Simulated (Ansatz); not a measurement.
YNiGe: computed property card

YNiGe:
```cif
data_Ge4Ni4Y4
_chemical_formula_sum 'Y4 Ni4 Ge4'
_space_group_name_H-M_alt 'P 1'
_space_group_IT_number 1
_cell_length_a 6.93233
_cell_length_b 4.20801
_cell_length_c 7.25299
_cell_angle_alpha 90.000
_cell_angle_beta 90.000
_cell_angle_gamma 90.000
loop_
_space_group_symop_operation_xyz
  'x, y, z'
loop_
_atom_site_label
_atom_site_type_symbol
_atom_site_fract_x
_atom_site_fract_y
_atom_site_fract_z
_atom_site_occupancy
Y1 Y 0.50767 0.25000 0.20751 1
Y2 Y 0.49233 0.75000 0.79249 1
Y3 Y 0.99233 0.75000 0.70751 1
Y4 Y 0.00767 0.25000 0.29249 1
Ni1 Ni 0.30877 0.25000 0.58100 1
Ni2 Ni 0.69123 0.75000 0.41900 1
Ni3 Ni 0.19123 0.75000 0.08100 1
Ni4 Ni 0.80877 0.25000 0.91900 1
Ge1 Ge 0.69786 0.25000 0.58875 1
Ge2 Ge 0.30214 0.75000 0.41125 1
Ge3 Ge 0.80214 0.75000 0.08875 1
Ge4 Ge 0.19786 0.25000 0.91125 1
```

Space group Pnma (No. 62); conventional cell a = 6.9323 Å, b = 4.2080 Å, c = 7.2530 Å, α = 90.00°, β = 90.00°, γ = 90.00°.

Method: plane-wave PAW r²SCAN (Ansatz code). Geometry: relaxed at this level of theory. Other levels are named where they apply.

Cell and energy:

```yaml
volume_per_atom: 17.63 Å³
density: 6.91 g/cm³
Formation energy from the elements (no fitted shifts): -0.84 eV/atom
```

Electronic structure:

```yaml
electronic_character: metallic (no gap)
Density of states at the Fermi level: 0.55 states/eV per atom (mean over ±0.08 eV)
```

The workflow started from a Materials Project entry (that database holds measured and hypothetical structures alike); the Crystallography Open Database copy checked does not list it. With Ni and Ge taken as one species the cell has the higher symmetry Imma, so it may be an ordered model of a mixed-site phase. Whether it is the stable phase at ambient conditions was not checked. Symmetry was held in the r²SCAN relaxation; its stability against distortions is not shown here. The run is not spin-polarised. The references are the lowest solids computed at this level, not always the standard phases. Spin–orbit coupling is left out wherever it is not named.

Potentials: the earlier of the program's two PAW sets.
